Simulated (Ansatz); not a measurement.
Input and command of a calculation in Ansatz (plane waves; scalar-relativistic PAW potentials unless the input names others):

```yaml
crystal:
  lattice:
    - [3.7986, 0.0, 0.0]
    - [0.0, 3.7986, 0.0]
    - [0.0, 0.0, 4.8408]
  atoms:
    - { symbol: Sn, position: [0.5, 0.0, 0.2369] }
    - { symbol: Sn, position: [0.0, 0.5, 0.7631] }
    - { symbol: O, position: [0.0, 0.0, 0.0] }
    - { symbol: O, position: [0.5, 0.5, 0.0] }
basis:
  ecutwfc: 420
kpoints:
  mp_grid: { grid: [12, 12, 10] }
hamiltonian:
  xc: pbe
  dispersion: d3bj
scf:
  occupations: { method: gaussian, width: 0.1 }
  max_iter: many
output:
  forces: true
  eigenvalues: true
  stress: true
```

```bash
ansatz run input.yaml --threads 1 --pin off --max-ram 2560MiB --backend cpu --events-out ev --progress --plain --runs-dir out
```

Task: What will the program do with this input?

Result: The program refuses it, because of a value of the wrong type (scf.max_iter: not typed → "many"). Without that key it is accepted.

Abridged log:
```
Error: YAML parse error: error: line 20 column 13: invalid u64
  --> <input>:20:13
   |
18 | scf:
19 |   occupations: { method: gaussian, width: 0.1 }
20 |   max_iter: many
   |             ^ invalid u64
21 | output:
22 |   forces: true
   |
```